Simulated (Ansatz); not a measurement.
SiRh:
```
CELL_PARAMETERS angstrom
      5.53584     0.00000     0.00000
      0.00000     3.06096     0.00000
      0.00000     0.00000     6.37036
ATOMIC_POSITIONS crystal
  Si 0.18505 0.25000 0.44393
  Si 0.81495 0.75000 0.55607
  Si 0.31495 0.75000 0.94393
  Si 0.68505 0.25000 0.05607
  Rh 0.00313 0.25000 0.79807
  Rh 0.99687 0.75000 0.20193
  Rh 0.49687 0.75000 0.29807
  Rh 0.50313 0.25000 0.70193
```

Relaxed with PBEsol. Special points in fractions of this cell's reciprocal vectors: Γ (0.000, 0.000, 0.000); X (0.500, 0.000, 0.000); S (0.500, 0.500, 0.000); Y (0.000, 0.500, 0.000); Z (0.000, 0.000, 0.500); U (0.500, 0.000, 0.500); R (0.500, 0.500, 0.500); T (0.000, 0.500, 0.500).

**Question.** List the band energies nearest the Fermi level at these points for PBEsol with spin–orbit coupling (plane waves, PAW; program Ansatz).

**Answer.** In eV from the Fermi level; about four levels below and three above (degenerate sets whole), none deeper than 8.9 eV; points with the same levels are listed once.

```json
[
 {"k": "Γ", "below": "-1.12 -1.12 -0.62 -0.62", "above": "0.15 0.15 2.09 2.09"},
 {"k": "X", "below": "-1.34 -1.34 -1.34 -1.34", "above": "1.94 1.94 1.94 1.94"},
 {"k": "S", "below": "-0.07 -0.07 -0.07 -0.07", "above": "2.16 2.16 2.16 2.16"},
 {"k": "Y", "below": "-0.04 -0.04 -0.04 -0.04", "above": "0.08 0.08 0.08 0.08"},
 {"k": "Z", "below": "-1.22 -1.22 -1.22 -1.22", "above": "0.98 0.98 0.98 0.98"},
 {"k": "U", "below": "-0.86 -0.86 -0.86 -0.86", "above": "1.75 1.75 1.75 1.75"},
 {"k": "R", "below": "-0.04 -0.04 -0.04 -0.04", "above": "0.01 0.01 0.01 0.01"},
 {"k": "T", "below": "-0.47 -0.47 -0.47 -0.47", "above": "0.24 0.24 0.24 0.24"}
]
```

Space group Pnma. The first step of the workflow began from a Materials Project structure, measured or hypothetical; the Crystallography Open Database copy checked does not list it. COD files the formula under space group No. 14, so this cell is another polymorph or a model. Whether it is the stable phase at ambient conditions was not checked. Symmetry was held in the PBEsol relaxation; its stability against distortions is not shown here. The run is not spin-polarised.

Potentials: the later of the program's two PAW sets.
